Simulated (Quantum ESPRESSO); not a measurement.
# Al3SiCAs3: a curve over one atom's position

Simulated, not a measurement. The program is pw.x of Quantum ESPRESSO 7.5 (plane-wave density functional theory). The cell is made up: 8 atoms on a zincblende/diamond lattice, with randomly drawn elements, strain and displacements, not relaxed. PseudoDojo standard norm-conserving files (v0.5 for PBE, v0.4.1 for LDA and PBEsol) set the functional; there is no spin polarisation, spin-orbit coupling or dispersion term, and the masses in the input are unused placeholders.

Seven runs move atom 5 (C, counted in the order of the input) along y and keep all else fixed.

Input of the run at +0.0032:

```
&control calculation='scf', pseudo_dir='./dojo.nc.sr.pbe.v0_5.standard.upf', outdir='./o', disk_io='low', tprnfor=.true., tstress=.true. /
&system ibrav=0, nat=8, ntyp=4, nbnd=41, ecutwfc=84.00895049, nosym=.true., tot_charge=0,
 occupations='smearing', smearing='fd', degauss=0.0073498644
/
&electrons conv_thr=7.350e-09, electron_maxstep=60, /
ATOMIC_SPECIES
Al 1.0 Al.upf
As 1.0 As.upf
C 1.0 C.upf
Si 1.0 Si.upf
CELL_PARAMETERS angstrom
5.8977 -0.0113 -0.0064
-0.0113 5.7734 0.0945
-0.0064 0.0945 5.9346
ATOMIC_POSITIONS angstrom
Al -0.0101 -0.0094 0.0108
Al -0.0063 2.8902 2.9802
Al 2.9148 0.0444 2.9861
Si 2.9314 2.9117 0.0636
C 1.4483 1.4904 1.5129
As 1.4931 4.3856 4.5605
As 4.4096 1.4833 4.4484
As 4.4559 4.3481 1.5356
K_POINTS automatic
6 6 6 1 1 1
```

| shift of atom 5 along y (Å) | free energy less that of the input shown (eV) | Fx on atom 5 (eV/Å) | Fy on atom 5 (eV/Å) | Fz on atom 5 (eV/Å) | pressure (GPa) | iterations |
| --- | --- | --- | --- | --- | --- | --- |
| -0.0953 | 0.0001 | 0.083 | 0.104 | 0.142 | -9.70 | 11 |
| -0.0425 | -0.0025 | 0.121 | -0.006 | 0.112 | -9.73 | 11 |
| -0.0203 | -0.0018 | 0.138 | -0.053 | 0.097 | -9.74 | 11 |
| +0.0032 | 0.0000 | 0.156 | -0.102 | 0.082 | -9.75 | 11 |
| +0.0374 | 0.0047 | 0.184 | -0.173 | 0.057 | -9.75 | 11 |
| +0.0589 | 0.0089 | 0.202 | -0.218 | 0.040 | -9.75 | 11 |
| +0.0786 | 0.0136 | 0.218 | -0.258 | 0.024 | -9.75 | 11 |

A cubic fit gives dFy/dy = -2.09 eV/Å² at zero shift. Across the table the free energy follows the integral of the force to within 0.1 meV. A rerun of one of the cells at 1437 eV and a 8 x 8 x 8 mesh moved values by no more than 0.004 eV in energy, 0.02 GPa in stress and 0.002 eV/Å in force.